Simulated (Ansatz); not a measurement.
Li2Bi, before and after

A trial structure of Li2Bi was built thus: close-packed layers stacked ABC (P-3m1, No. 164) (elements of the layers in order: Bi Li Li). The dimensions are guesses.

POSCAR.start

```
Li Bi
1.0
     3.46083    0.00000    0.00000
    -1.73041    2.99717    0.00000
     0.00000    0.00000    7.44066
Li Bi
2 1
Direct
  0.33333 0.66667 0.34240
  0.66667 0.33333 0.65760
  0.00000 0.00000 0.00000
```

These are results of DFT PBE, scalar-relativistic, plane waves, PAW in Ansatz, not measurements. Cutoff 420 eV, Gaussian smearing, Γ-centred meshes. Cell and atoms relax first on a coarse mesh and then on a finer one. In between, the cell is made exact in the group found at 0.06 Å. In metals the finer mesh still leaves noise of several meV/atom or more. The steps can't lower the symmetry of their start. No spin polarisation.

POSCAR.end

```
Li Bi
1.0
     3.46390    0.00000    0.00000
    -1.73195    2.99982    0.00000
     0.00000    0.00000    7.16773
Li Bi
2 1
Cartesian
  0.0000 1.9999 2.2476
  1.7319 0.9999 4.9201
  0.0000 0.0000 0.0000
```

The symmetry stays P-3m1 (No. 164). The end has the cadmium iodide type. The volume per atom shrinks by 3.5 %, from 25.7 to 24.8 Å³. The shortest distance goes from 3.08 Å (Li–Li) to 3.01 Å (Li–Bi).

```
Volume per atom                            : 24.83 Å³
Density                                    : 4.97 g/cm³
Energy over the elements                   : −0.22 eV/atom
Gap on the 18×18×8 mesh of the 3-atom cell : 0 eV (a metal)
```

Formation energies are uncorrected and refer to the elements' standard structures at the same level. Whether it is stable depends on the other phases of the system, which aren't compared here.

The last run used Gaussian smearing of 0.10 eV. These runs have no spin–orbit coupling, which can matter for Bi. A structure relaxed within its symmetry needn't be a true minimum. In all, the 3 runs took 50 s on 1 thread of AMD EPYC 9R45 96-Core Processor (Zen 5) (shared host).
